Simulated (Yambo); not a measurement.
Yambo run on KBH4 (space group P2_1/m, No. 11, within 0.06 Å of P4_2/nmc). The wavefunctions are LDA (Quantum ESPRESSO, PseudoDojo norm-conserving, 76 Ry, without SOC) ones on a 2×2×2 mesh (16 occupied bands); a = 4.6634 Å, b = 4.6777 Å, c = 6.5486 Å, α = γ = 90.00°, β = 90.07°.

Yambo input:

```
rim_cut
gw0
dyson
el_el_corr
HF_and_locXC
ppa
em1d
RandQpts= 1000000
RandGvec= 1 Ry
EXXRLvcs= 76 Ry
VXCRLvcs= 304 Ry
Chimod= "HARTREE"
% BndsRnXp
 1 | 197 |
%
NGsBlkXp= 7 Ry
% LongDrXp
 1.0 | 1.0 | 1.0 |
%
PPAPntXp= 27.2114 eV
% GbndRnge
 1 | 70 |
%
GTermKind= "none"
DysSolver= "n"
ExtendOut
% QPkrange
 1 | 1 | 16 | 17 |
 7 | 7 | 17 | 17 |
%
```

k points by index: 1 = Γ, 7 = (-0.5, -0.5, 0).

Resulting energies as the program prints them:

```
#    K-point    Band    Eo [eV]    E [eV]    E-Eo [eV]    Vxc [eV]    Vnlxc [eV]    Sc|Eo [eV]    Sc|E [eV]    dSc/dw|Eo [eV]    Re(Z)    Im(Z)
#
    1    16    0.000000    -1.434142    -1.434142    -12.42417    -16.59026    2.419267    2.731944    -5.932085    0.821015    -0.001522
    1    17    5.691319    7.475342    1.784023    -7.981141    -3.434340    -2.502201    -2.762777    -3.974294    0.872559    -0.946639E-3
    7    17    5.636520    7.384551    1.748031    -7.847408    -3.371594    -2.475910    -2.727783    -3.920656    0.874063    -0.936327E-3
```
(The two width columns are left out.) Convergence of these settings isn't established.

Geometry of the Materials Project entry, not relaxed at this level.

The structure is a Materials Project entry; no match was found in the copy of COD used, and its stability was not checked.
